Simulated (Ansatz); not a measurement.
BaSi2 in space group Fddd (No. 70; Si on 16f, Ba on 8a) at seven volumes, DFT-PBE in the program Ansatz with PAW potentials, shape and atoms relaxed at each. One row is withheld.

| V (Å³/atom) | P (GPa) |
|---|---|
| 25.623 | 3.52 |
| 26.468 | 2.15 |
| 27.313 | ? |
| 28.157 | 0.00 |
| 29.002 | -0.82 |
| 29.847 | -1.49 |
| 30.692 | -2.04 |

**Question.** Fit the shown pressures and predict the withheld one.

**Answer.** P = (3/2)B₀(x^(7/2) − x^(5/2))[1 + (3/4)(B′ − 4)(x − 1)] with x = (V₀/V)^(2/3). Least squares on the six rows gives V₀ = 28.158 Å³/atom, B₀ = 29.5 GPa, B′ = 5.02. At V = 27.313, x = 1.0205 and P = 0.97 GPa. The run itself gave 0.99 GPa.

A made-up cell: these elements were put on the sites of a structure type; neither database checked (COD, Materials Project) lists it. COD files the formula under space group No. 62, 191, so this cell is another polymorph or a model. Whether it is the stable phase at ambient conditions was not checked. Symmetry was held in the PBE relaxation; its stability against distortions is not shown here. Spin–orbit coupling is left out wherever it is not named.

Potentials: the later of the program's two PAW sets.
